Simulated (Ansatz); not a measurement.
Relaxed GaN (wurtzite):

```
GaN
1.0
    3.21838     0.00000     0.00000
   -1.60919     2.78720     0.00000
    0.00000     0.00000     5.24320
Ga N
2 2
Direct
  0.66667   0.33333   0.00096
  0.33333   0.66667   0.50096
  0.66667   0.33333   0.62424
  0.33333   0.66667   0.12424
```

In each cell atom 3 (N, nearest neighbour Ga at 1.967 Å; its periodic images, 3.2 Å or more away, move with it) moves by s·(0.000, 0.000, 1.000) (along Cartesian z), the rest being held.

Method: PBE (plane waves to 420 eV, PAW, scalar-relativistic; Ansatz, an electronic-structure program). k mesh 10×10×5 (Γ-centred), Fermi-Dirac smearing 0.05 eV. The energy includes the smearing's −TS. GaN was relaxed with its symmetry unable to fall. ΔE is measured from the undisplaced structure.

### Question
What ΔE (meV/cell) does the calculation give at s (Å) = -0.156, -0.078, 0.078, 0.156, 0.234, 0.312?

### Answer
```tsv
s (Å)	ΔE (meV/cell)
-0.156	167
-0.078	46
0.078	55
0.156	243
0.234	608
0.312	1207
```

(For displaced atoms, the force is minus the slope of the energy, and its curvature is a force constant, which sets phonon frequencies.)
